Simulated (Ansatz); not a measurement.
# SrCo₃ (AuCu3-type structure)

Level of theory: DFT, PBEsol, scalar-relativistic, collinear spin; plane waves to 420 eV with PAW datasets (Ansatz 0.2.0), 8×8×8 k-mesh, Gaussian smearing of 0.05 eV; PAW files: Ansatz's generated set soft_2.

```
CELL_PARAMETERS angstrom
3.91021 0.00000 0.00000
0.00000 3.91021 0.00000
0.00000 0.00000 3.91021
ATOMIC_POSITIONS crystal
Sr 0.00000 0.00000 0.00000
Co 0.00000 0.50000 0.50000
Co 0.50000 0.50000 0.00000
Co 0.50000 0.00000 0.50000
```

The start was a prototype's sites filled with these elements, not a measured cell.

Magnetic state: ferromagnetic, site spin moments Sr -0.09; Co 1.47 μB.

The cell above was scaled in volume, its shape and atoms being fixed by the lattice's symmetry. Energies are counted from the cell above.

Cell and atoms are those of this level's equilibrium.

```
V (Å³/atom)  ΔE (meV/atom)  P (GPa)  largest moment (μB)
      14.35              ?        ?                    ?
      14.65            1.7      1.9                 1.47
      14.95            0.0      0.0                 1.47
      15.25            1.8     -1.8                 1.49
      15.54            6.6     -3.3                 1.50
```

Problem. Fill in the withheld row.

Solution. ΔE (meV/atom): 7.3, P (GPa): 4.2, largest moment (μB): 1.46.

Problem. What do the points give for the equilibrium volume, the bulk modulus and its pressure derivative (third-order Birch–Murnaghan)?

Solution. V0 = 14.94 Å³/atom, B0 = 92 GPa, B0′ isn't fixed: the energies give 5.6, and a fit of the pressures differs by over 0.35.

B0·V0 = 92.4 GPa × 14.94 Å³ = 8.61 eV/atom sets the scale: near the minimum ΔE ≈ ½ B0 V0 x², with x = V/V0 − 1, and a pressure of 0.9 GPa squeezes the volume by about 1 %. At the ends of the curve: x = −3.9 % predicts 6.6 meV/atom and the run gives 7.3; x = +4.1 % predicts 7.2 meV/atom and the run gives 6.6. The lopsidedness is anharmonic: atoms resist being pushed together more than being pulled apart.

The run wasn't fully tested for a lower electronic state. Site moments are of spin, integrated over atomic spheres. No antiparallel order was tried. The run is a metal.
